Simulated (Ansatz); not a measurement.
The following input was run with Ansatz 0.2.0.

```yaml
crystal:
  lattice:
    - [2.8236399202, 0.0, 0.0]
    - [-1.4118199601, 2.445343902, 0.0]
    - [0.0, 0.0, 4.5463431984]
  atoms:
    - { symbol: Ti, position: [0.6666666667, 0.3333333333, 0.2664514268] }
    - { symbol: Ti, position: [0.3333333333, 0.6666666667, 0.7335485732] }
    - { symbol: O, position: [0.0, 0.0, 0.0] }
basis:
  ecutwfc: 420
kpoints:
  mp_grid: { grid: [18, 18, 10] }
hamiltonian:
  xc: pbesol
scf:
  occupations: { method: gaussian, width: 0.1 }
output:
  forces: true
  stress: true
  eigenvalues: true
relax:
  adjacent_minimum: "off"
  f_tol: 0.01
  max_steps: 30
  cell: { stress_tol: 0.1, fix: [volume] }
```

Command:
```bash
ansatz run input.yaml --threads 1 --pin off --max-ram 2560MiB --backend cpu --events-out ev --progress --plain --runs-dir out
```

Method: DFT PBEsol, scalar-relativistic, plane waves, PAW (Ansatz 0.2.0).

From the run's log, abridged:

```
Pseudopotentials: kind: paw
Pseudopotential: Ti, paw, valence charge 12, recommended cutoff 420 eV (normal)
Pseudopotential: O, paw, valence charge 6, recommended cutoff 420 eV (normal)
Functional definition: PBEsol
Crystal: 3 atoms, lattice volume = 31.391 Å³
Basis set: ecut = 420 eV, 615 PW (Γ), exchange–correlation on 40×40×64 points (8 copies of the dense FFT grid, shifted against one another)
Bands: 19, of which v1, the nominal top of the filled ones, is band 15 counted from 1 (14 counted from 0)
Symmetry: 12 space group operations
Space group: P-3m1 (ITA 164), of the structure as read, at distance tolerance 3.2e-5 Å
k-points: 330 of 3240
Initial density: superposition of atomic densities (neutral atoms: chi_scale 0, normalization atom), corrected by the library's trained network
Initial wavefunctions: pseudopotential atomic-orbital guess
Functional: x = pbesol(κ = 0.804, μ = 0.12345679), c = pbesol(β = 0.046)
SCF iter   1: F=—  HF=-5511.453270 eV  |F-HF|=—  |Δ(HF+E_count)|=         —  Δρ=1.63e-2  dr2=8.32e-2  ethr=1.77e-3  ⟨swp⟩=4.2  Hψ=23774  notcnv=0
SCF iter   2: F=—  HF=-5511.436929 eV  |F-HF|=—  |Δ(HF+E_count)|=   1.63e-2  Δρ=8.16e-3  dr2=2.81e-2  ethr=2.77e-4  ⟨swp⟩=2.0  Hψ=10191  notcnv=0  defer=1
SCF iter   3: F=—  HF=-5511.430226 eV  |F-HF|=—  |Δ(HF+E_count)|=   6.70e-3  Δρ=1.93e-3  dr2=2.16e-3  ethr=9.36e-5  ⟨swp⟩=2.0  Hψ=8934  notcnv=0  defer=1
SCF iter   4: F=—  HF=-5511.429653 eV  |F-HF|=—  |Δ(HF+E_count)|=   5.73e-4  Δρ=4.57e-4  dr2=7.56e-5  ethr=7.21e-6  ⟨swp⟩=2.0  Hψ=9985  notcnv=0
SCF iter   5: F=—  HF=-5511.429655 eV  |F-HF|=—  |Δ(HF+E_count)|=   2.66e-6  Δρ=1.51e-4  dr2=6.31e-6  ethr=2.52e-7  ⟨swp⟩=2.0  Hψ=9775  notcnv=0
SCF iter   6: F=—  HF=-5511.429655 eV  |F-HF|=—  |Δ(HF+E_count)|=   2.11e-7  Δρ=3.13e-5  dr2=1.29e-7  ethr=2.10e-8  ⟨swp⟩=3.0  Hψ=10706  notcnv=0
SCF iter   7: F=-5511.429655 eV  HF=-5511.429655 eV  |F-HF|=2.81e-9  |Δ(HF+E_count)|=   2.05e-7  Δρ=6.09e-6  dr2=5.89e-9  ethr=3.33e-10  ⟨swp⟩=5.0  Hψ=24055  notcnv=0
SCF 1 converged in 7 iterations: F = -5511.429655 eV  dr2 = 5.89e-9
relax step   1: F+E_penalty+E_count = -5511.42965540 eV  Δ(F+E_penalty+E_count) = +0.000e0 eV  max|allowed force component| = 1.186e-1 eV/Å  Δτ_max = 0.0000 Å  P = +33.207 GPa  Ω = 31.391 Å³  fix = [volume]  reactions: volume +33.207 GPa (7 SCF iters, dr2 threshold 1.00e-7 eV, accepted)
Initial density: handed on by an earlier stage of this run
Initial wavefunctions: those handed on with the density
SCF iter   1: F=—  HF=-5511.430333 eV  |F-HF|=—  |Δ(HF+E_count)|=         —  Δρ=8.45e-4  dr2=5.74e-4  ethr=1.98e-6  ⟨swp⟩=1.1  Hψ=33854  notcnv=0
SCF iter   2: F=—  HF=-5511.430198 eV  |F-HF|=—  |Δ(HF+E_count)|=   1.35e-4  Δρ=3.71e-4  dr2=4.65e-5  ethr=1.91e-6  ⟨swp⟩=2.0  Hψ=9339  notcnv=0
SCF iter   3: F=—  HF=-5511.430191 eV  |F-HF|=—  |Δ(HF+E_count)|=   6.93e-6  Δρ=1.17e-4  dr2=2.23e-6  ethr=1.55e-7  ⟨swp⟩=2.0  Hψ=9802  notcnv=0
SCF iter   4: F=-5511.430190 eV  HF=-5511.430190 eV  |F-HF|=1.10e-8  |Δ(HF+E_count)|=   4.01e-7  Δρ=3.54e-5  dr2=1.16e-7  ethr=7.42e-9  ⟨swp⟩=2.7  Hψ=10083  notcnv=0
SCF iter   5: F=-5511.430190 eV  HF=-5511.430190 eV  |F-HF|=1.48e-9  |Δ(HF+E_count)|=   2.29e-8  Δρ=7.94e-6  dr2=5.20e-9  ethr=3.86e-10  ⟨swp⟩=2.3  Hψ=10090  notcnv=0
SCF iter   6: F=-5511.430191 eV  HF=-5511.430191 eV  |F-HF|=5.09e-11  |Δ(HF+E_count)|=   2.06e-9  Δρ=7.59e-7  dr2=9.12e-11  ethr=1.73e-11  ⟨swp⟩=1.2  Hψ=16336  notcnv=0
SCF 2 converged in 6 iterations: F = -5511.430191 eV  dr2 = 9.12e-11
relax step   2: F+E_penalty+E_count = -5511.43019050 eV  Δ(F+E_penalty+E_count) = -5.351e-4 eV  max|allowed force component| = 4.036e-2 eV/Å  Δτ_max = 0.0033 Å  P = +33.084 GPa  Ω = 31.391 Å³  fix = [volume]  reactions: volume +33.084 GPa (6 SCF iters, dr2 threshold 3.00e-7 eV, accepted)
SCF iter   1: F=—  HF=-5511.430565 eV  |F-HF|=—  |Δ(HF+E_count)|=         —  Δρ=8.57e-4  dr2=5.38e-4  ethr=1.84e-6  ⟨swp⟩=2.6  Hψ=38265  notcnv=0
SCF iter   2: F=—  HF=-5511.430425 eV  |F-HF|=—  |Δ(HF+E_count)|=   1.40e-4  Δρ=3.88e-4  dr2=4.84e-5  ethr=1.79e-6  ⟨swp⟩=2.0  Hψ=9452  notcnv=0
SCF iter   3: F=—  HF=-5511.430418 eV  |F-HF|=—  |Δ(HF+E_count)|=   7.03e-6  Δρ=1.28e-4  dr2=3.18e-6  ethr=1.61e-7  ⟨swp⟩=2.0  Hψ=9821  notcnv=0
SCF iter   4: F=-5511.430417 eV  HF=-5511.430417 eV  |F-HF|=6.72e-9  |Δ(HF+E_count)|=   7.02e-7  Δρ=3.83e-5  dr2=1.51e-7  ethr=1.06e-8  ⟨swp⟩=2.6  Hψ=9162  notcnv=0
SCF iter   5: F=-5511.430417 eV  HF=-5511.430417 eV  |F-HF|=4.32e-10  |Δ(HF+E_count)|=   1.45e-8  Δρ=7.96e-6  dr2=6.87e-9  ethr=5.04e-10  ⟨swp⟩=2.4  Hψ=8703  notcnv=0
SCF iter   6: F=-5511.430417 eV  HF=-5511.430417 eV  |F-HF|=2.73e-12  |Δ(HF+E_count)|=   1.20e-9  Δρ=7.43e-7  dr2=6.50e-11  ethr=2.29e-11  ⟨swp⟩=1.5  Hψ=16382  notcnv=0
SCF 3 converged in 6 iterations: F = -5511.430417 eV  dr2 = 6.50e-11
relax step   3: F+E_penalty+E_count = -5511.43041743 eV  Δ(F+E_penalty+E_count) = -2.269e-4 eV  max|allowed force component| = 7.186e-5 eV/Å  Δτ_max = 0.0029 Å  P = +32.973 GPa  Ω = 31.391 Å³  energy of the carried Pulay correction = +5.146e-17 eV  fix = [volume]  reactions: volume +32.973 GPa (6 SCF iters, dr2 threshold 3.00e-7 eV, accepted)
Initial wavefunctions: pseudopotential atomic-orbital guess (no wavefunctions were taken with the density)
SCF iter   1: F=—  HF=-5511.430431 eV  |F-HF|=—  |Δ(HF+E_count)|=         —  Δρ=1.53e-5  dr2=8.54e-9  ethr=9.63e-9  ⟨swp⟩=2.9  Hψ=41150  notcnv=0
SCF iter   2: F=—  HF=-5511.430442 eV  |F-HF|=—  |Δ(HF+E_count)|=   1.03e-5  Δρ=7.79e-6  dr2=2.12e-9  ethr=2.85e-11  ⟨swp⟩=2.0  Hψ=10557  notcnv=0
SCF iter   3: F=—  HF=-5511.430442 eV  |F-HF|=—  |Δ(HF+E_count)|=   5.69e-9  Δρ=1.28e-6  dr2=4.17e-10  ethr=7.08e-12  ⟨swp⟩=2.0  Hψ=8040  notcnv=0
SCF iter   4: F=-5511.430442 eV  HF=-5511.430442 eV  |F-HF|=4.55e-12  |Δ(HF+E_count)|=  5.91e-11  Δρ=2.96e-7  dr2=9.80e-12  ethr=1.39e-12  ⟨swp⟩=2.0  Hψ=8393  notcnv=0
SCF iter   5: F=-5511.430442 eV  HF=-5511.430442 eV  |F-HF|=1.82e-12  |Δ(HF+E_count)|=  9.09e-13  Δρ=9.26e-8  dr2=2.56e-12  ethr=1.00e-12  ⟨swp⟩=1.0  Hψ=6270  notcnv=0
SCF iter   6: F=-5511.430442 eV  HF=-5511.430442 eV  |F-HF|=0.00e0  |Δ(HF+E_count)|=  1.82e-12  Δρ=2.71e-8  dr2=2.31e-13  ethr=1.00e-12  ⟨swp⟩=1.0  Hψ=6270  notcnv=0
SCF iter   7: F=-5511.430442 eV  HF=-5511.430442 eV  |F-HF|=9.09e-13  |Δ(HF+E_count)|=  1.82e-12  Δρ=5.02e-9  dr2=3.69e-15  ethr=1.00e-12  ⟨swp⟩=1.0  Hψ=6270  notcnv=0
SCF iter   8: F=-5511.430442 eV  HF=-5511.430442 eV  |F-HF|=9.09e-13  |Δ(HF+E_count)|=  9.09e-13  Δρ=1.09e-9  dr2=3.65e-16  ethr=1.00e-12  ⟨swp⟩=1.0  Hψ=13860  notcnv=0
SCF 4 converged in 8 iterations: F = -5511.430442 eV  dr2 = 3.65e-16
SCF converged after 8 iterations
Free energy (F): -5511.430442 eV
Harris-Foulkes:  -5511.430442 eV  (|F-HF|=9.09e-13)
Internal energy: -5511.425928 eV  (E = F + TS)
E sigma→0 (E₀):  -5511.428185 eV
Entropy (-TS):   -0.004513 eV (-1.504 meV/atom)
Fermi energy:    17.924087 eV
--- Per-component energies (eV) ---
  E_band       = -182.244931
  E_kinetic    = 735.418500
  E_local      = -1563.569579  (includes V_loc(G=0)·N_el)
  E_nonlocal   = 66.506779
  E_hartree    = 651.146496
  E_xc         = -271.946314
  E_vxc        = -344.212759  (∫ρ·V_xc dr)
  E_paw        = -2198.907202  (= ΣΔE_a)
  E_vpaw       = -378.683582  (= ΣTr[D̂ρ^β])
  E_aug_tail   = 0.002718  (compensation charges beyond the density's cutoff)
  E_ewald      = -2930.391383
  E_core_change = 0.314057  (= ΣΔE_core)
  E_smearing   = -0.004513  (= −TS)
--- Forces (eV/Å), atoms counted from 1 ---
  atom   1  Ti     0.00000000     0.00000000    -0.00005074
  atom   2  Ti     0.00000000     0.00000000     0.00005074
  atom   3  O      0.00000000     0.00000000     0.00000000
--- Stress (GPa, compression-positive) ---
       32.991368       0.000000       0.000000
        0.000000      32.991368       0.000000
        0.000000       0.000000      32.940895
  P = ⅓ Tr σ = 32.9745 GPa (329.745 kbar)
--- Band table (eV; the first three rows and the last of 330) ---
  k-point 0: bands = ["-38.7805", "-38.5428", "-15.8658", "-14.7434", "-14.7434", "-14.6156", "-14.6115", "-14.6115", "-3.7501", "9.4720", "11.2205", "11.2205", "14.4394", "17.8207", "18.1316", "18.5619", "18.5619", "19.2438", "19.2438"]
  k-point 1: bands = ["-38.7755", "-38.5480", "-15.8377", "-14.7413", "-14.7413", "-14.6492", "-14.6136", "-14.6136", "-3.7386", "9.4326", "11.2114", "11.2114", "14.5469", "17.5621", "18.4082", "18.5247", "18.5247", "19.0972", "19.0972"]
  k-point 2: bands = ["-38.7611", "-38.5631", "-15.7554", "-14.7455", "-14.7355", "-14.7355", "-14.6194", "-14.6194", "-3.7085", "9.3331", "11.1875", "11.1875", "14.8436", "17.2256", "18.3729", "18.3729", "18.7851", "19.2362", "19.2362"]
  k-point 329: bands = ["-38.5115", "-38.5115", "-15.4525", "-15.4525", "-15.3338", "-15.2969", "-14.7564", "-14.7564", "-3.1973", "9.5186", "9.5186", "10.3628", "16.3419", "17.1975", "17.1975", "19.3504", "19.3504", "19.5682", "21.3414"]
--- Relaxed structure (3 steps of the walk, 3 accepted, 1 SCFs on fresh bases) ---
  F+E_penalty+E_count = -5511.43044177 eV   max|allowed force component| = 5.074e-5 eV/Å   (the final SCF, on the basis selected at the relaxed cell)
  cell:  # Å, volume = 31.3915 Å³
    - [2.82031906, 0.0, 0.0]
    - [-1.41015953, 2.44246795, 0.0]
    - [0.0, 0.0, 4.55705592]
  atoms:
    - { symbol: Ti, position: [0.66666666, 0.33333333, 0.26779891] }
    - { symbol: Ti, position: [0.33333333, 0.66666666, 0.73220108] }
    - { symbol: O, position: [0.0, 0.0, 0.0] }
```

The relaxation met its thresholds.

Time: 32 s on 1 thread of AMD EPYC 7R13 Processor (Zen 3), on a shared host, peak memory 0.53 GiB.

Spin polarisation was left out, and a magnetic state may lie lower.